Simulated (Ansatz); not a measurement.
This run works on a generated trial structure, not on a known crystal.

Input and command of a plane-wave DFT calculation in Ansatz:

```yaml
crystal:
  lattice:
    - [4.60216959, 0.0, 0.0]
    - [0.0, 4.60216959, 0.0]
    - [0.0, 0.0, 6.13806843]
  atoms:
    - { symbol: Si, position: [0.0, 0.5, 0.95615348] }
    - { symbol: Si, position: [0.5, 0.0, 0.95615348] }
    - { symbol: Si, position: [0.0, 0.5, 0.28717395] }
    - { symbol: Si, position: [0.5, 0.0, 0.28717395] }
    - { symbol: Ge, position: [0.0, 0.0, 0.91929744] }
    - { symbol: Ge, position: [0.0, 0.0, 0.32166906] }
    - { symbol: Ir, position: [0.5, 0.5, 0.08177116] }
basis:
  ecutwfc: 420
kpoints:
  mp_grid: { grid: [4, 4, 3] }
hamiltonian:
  xc: pbe
scf:
  occupations: { method: gaussian, width: 0.2 }
  lower_state_search: "off"
output:
  forces: true
  stress: true
  eigenvalues: true
relax:
  adjacent_minimum: "off"
  f_tol: 0.08
  max_steps: 16
  cell: { stress_tol: 0.8 }
```

```bash
ansatz run input.yaml --threads 1 --pin off --max-ram 2560MiB --backend cpu --events-out ev --progress --plain --runs-dir out
```

Processor: Intel(R) Xeon(R) Platinum 8259CL CPU @ 2.50GHz (Skylake/Cascade Lake), 1 thread, on a host shared with other jobs.

Problem. Estimate time, memory and problem size.

Solution. About 2.2 min, peak memory 0.45 GiB. It solves 38 bands at 12 k points (after reduction by symmetry) with about 2699 plane waves (on the last cell), in 101 SCF iterations over 16 ionic steps.
